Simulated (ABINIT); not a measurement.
ABINIT input for InAs, PBE with JTH PAW datasets:

```
pp_dirpath "./pseudo"
pseudos "In.GGA_PBE-JTH.xml, As.GGA_PBE-JTH.xml"

acell 3*1.0 angstrom
rprim
    0.000000000000     3.053560000000     3.053560000000
    3.053560000000     0.000000000000     3.053560000000
    3.053560000000     3.053560000000     0.000000000000
ntypat 2
znucl 49 33
natom 2
typat 1 2
xred
    0.750000000000     0.750000000000     0.750000000000
    0.000000000000     0.000000000000    -0.000000000000
tolsym 1e-5
chksymtnons 0
chkprim 0

ecut 20
pawecutdg 40
pawovlp 20
ngkpt 11 11 11
nshiftk 1
shiftk 0 0 0
nband 18
occopt 3
tsmear 0.003
tolvrs 1e-10
nstep 90

nucefg 2
quadmom 0.77 0.314
nucfc 1
prtwf 0
prtden 0
prteig 0
prtebands 0
prtgsr 0
```

The cell comes from the Materials Project (a computed structure). It is InAs in F-43m. Stability against distortions was not tested.

Each row changes or adds one setting. The quadmom values are sizes without sign and don't touch the SCF cycle. The limit is 90 steps. Cost ratios are rough, from a shared machine.  

**Question.** Which of these changes costs the most SCF steps: diemac = 1000; diemac = 4; diemac = 40; diemix = 0.2; diemix = 1.0; iscf = 2; nline = 1; npulayit = 12; npulayit = 3?

**Answer.** nline = 1, with 81 steps against 13.

```csv
setting typed,SCF steps,k-points,converged,rough cost ratio
as in the input,13,56,yes,about 1
diemac = 1000,13,56,yes,about 1
diemac = 4,12,56,yes,about 1
diemac = 40,13,56,yes,about 1
diemix = 0.2,36,56,yes,3
diemix = 1.0,13,56,yes,about 1
iscf = 2,27,56,yes,3
nline = 1,81,56,yes,3
npulayit = 12,13,56,yes,about 1
npulayit = 3,14,56,yes,about 1
```
